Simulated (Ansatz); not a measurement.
SiNi₃:
```
SiNi3
1.0
    3.50630     0.00000     0.00000
    0.00000     3.50630     0.00000
    0.00000     0.00000     3.50630
Si Ni
1 3
Direct
  0.00000   0.00000   0.00000
  0.00000   0.50000   0.50000
  0.50000   0.00000   0.50000
  0.50000   0.50000   0.00000
```

Relaxed with PBE. Special points in fractions of this cell's reciprocal vectors: Γ (0.000, 0.000, 0.000); X (0.000, 0.500, 0.000); M (0.500, 0.500, 0.000); R (0.500, 0.500, 0.500).

List the band energies nearest the Fermi level at these points for plane-wave PAW PBE (Ansatz code).

In eV from the Fermi level; about four levels below and three above (degenerate sets whole), none deeper than 8.9 eV; points with the same levels are listed once.

| k | below | above |
|---|---|---|
| Γ | -0.94 -0.94 -0.94 -0.62 -0.62 -0.28 | 0.04 0.04 0.04 |
| X | -1.31 -1.31 -1.30 -1.14 -0.55 | 0.05 3.59 3.59 |
| M | -1.44 -1.44 -1.44 -1.10 -1.01 -0.94 | 0.66 0.66 5.59 |
| R | -0.48 -0.19 -0.19 -0.19 | 1.22 3.99 3.99 3.99 |

Space group Pm-3m (Cu3Au type). The PBE relaxation kept the symmetry of its start. The run is not spin-polarised.

Potentials: the later of the program's two PAW sets.
